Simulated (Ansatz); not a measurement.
A geometry of Sb away from equilibrium: the start of the relaxation of a relaxed Sb cell, doubled along one cell vector, shaken by Gaussian noise of σ = 0.08 Å a coordinate. The numbers are results of r2SCAN (plane waves to 500 eV, PAW, scalar-relativistic; Ansatz, a program for electronic structure), not measurements. Γ-centred k-mesh 9×9×5 on the run's cell (coarser than for final values), Fermi–Dirac smearing 0.05 eV.

```xyz
4
Lattice="2.0492 1.1831 6.2415 -2.0492 1.1831 6.2415 0.0000 -4.7325 12.4831" Properties=species:S:1:pos:R:3 pbc="T T T"
Sb    -0.0090    -0.0609     2.2816
Sb     0.0730    -2.3222     8.6874
Sb    -0.1329    -0.1010    16.4456
Sb    -0.0549    -2.3771    22.6542
```

Which atoms carry the largest force, and which way does it point?

2.68 eV/Å, on Sb2 (atoms numbered as listed); on Sb2 its components are (-1.83, -0.95, -1.70).

What is the pressure?

+1.2 GPa, compression positive.

No spin polarisation in the result.
